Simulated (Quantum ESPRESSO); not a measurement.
## Band energies of CsLiZnS2

```
CsLiZnS2
1.0
   -2.04268     2.04268     7.14272
    2.04268    -2.04268     7.14272
    2.04268     2.04268    -7.14272
Li S Zn Cs
1 2 1 1
Cartesian
  2.04268   0.00000   3.57136
  0.00000   0.00000   9.40282
  0.00000   0.00000   4.88262
  0.00000   2.04268   3.57136
  0.00000   0.00000   0.00000
```

PBEsol (pw.x of Quantum ESPRESSO, ONCV potentials, scalar-relativistic); path ΓXYSΓZS1NPY1Z,XP; energies in eV from the valence-band maximum.

```
k (1/Å)  point  band 18  band 19  band 20  band 21  band 22  band 23  band 24  band 25
-------  -----  -------  -------  -------  -------  -------  -------  -------  -------
0.00         Γ    -1.66    -1.66    -0.05     0.00     0.00     2.36     3.72     4.31
0.18              -1.73    -1.72    -0.28    -0.13    -0.07     2.83     4.02     4.56
0.54              -2.11    -1.89    -0.90    -0.79    -0.25     4.24     5.03     5.31
0.91              -2.10    -1.99    -1.46    -1.33    -0.99     3.72     4.51     4.92
1.09         X    -1.94    -1.91    -1.69    -1.47    -1.25     3.57     4.58     5.16
1.09         Y    -2.02    -1.82    -1.68    -1.46    -1.24     3.65     4.64     5.19
1.56              -2.33    -1.42    -0.85    -0.76    -0.61     3.95     4.86     5.33
1.79         S    -2.43    -0.90    -0.65    -0.58    -0.39     3.18     4.36     5.61
2.00              -2.29    -0.97    -0.96    -0.49    -0.36     3.40     4.73     5.85
2.42              -1.88    -1.56    -0.44    -0.10    -0.04     2.89     4.09     4.58
2.63         Γ    -1.66    -1.66    -0.05     0.00     0.00     2.36     3.72     4.31
2.85              -1.61    -1.61    -0.45    -0.05    -0.05     2.80     3.33     4.10
3.07         Z    -1.57    -1.57    -0.84    -0.11    -0.11     2.99     3.12     4.47
3.24              -1.88    -1.51    -0.61    -0.24    -0.12     3.11     3.49     4.47
3.59              -2.38    -1.11    -0.60    -0.39    -0.24     3.16     4.04     5.22
3.77        S1    -2.43    -0.90    -0.65    -0.58    -0.39     3.18     4.36     5.61
3.77         N    -2.40    -0.86    -0.74    -0.58    -0.42     3.21     4.60     5.78
4.08              -2.27    -1.63    -0.99    -0.91    -0.66     4.25     4.87     5.26
4.39              -2.06    -1.88    -1.61    -1.40    -1.10     4.09     4.23     4.84
4.54         P    -1.98    -1.89    -1.61    -1.50    -1.30     4.04     4.18     4.63
4.54        Y1    -2.02    -1.82    -1.68    -1.46    -1.24     3.65     4.64     5.19
4.79              -2.29    -1.71    -1.45    -1.19    -0.96     4.49     5.13     5.55
5.04              -2.37    -1.71    -0.93    -0.62    -0.48     4.62     4.65     5.52
5.29              -2.02    -1.61    -0.50    -0.35    -0.19     3.56     3.56     4.72
5.54         Z    -1.57    -1.57    -0.84    -0.11    -0.11     2.99     3.12     4.47
5.54         X    -1.94    -1.91    -1.69    -1.47    -1.25     3.57     4.58     5.16
5.76         P    -1.98    -1.89    -1.61    -1.50    -1.30     4.04     4.18     4.63
```

The PBEsol gap is direct, 2.36 eV at Γ.

Geometry of the Materials Project entry, not relaxed at this level.

The structure is a Materials Project entry; no match was found in the copy of COD used, and its stability was not checked.
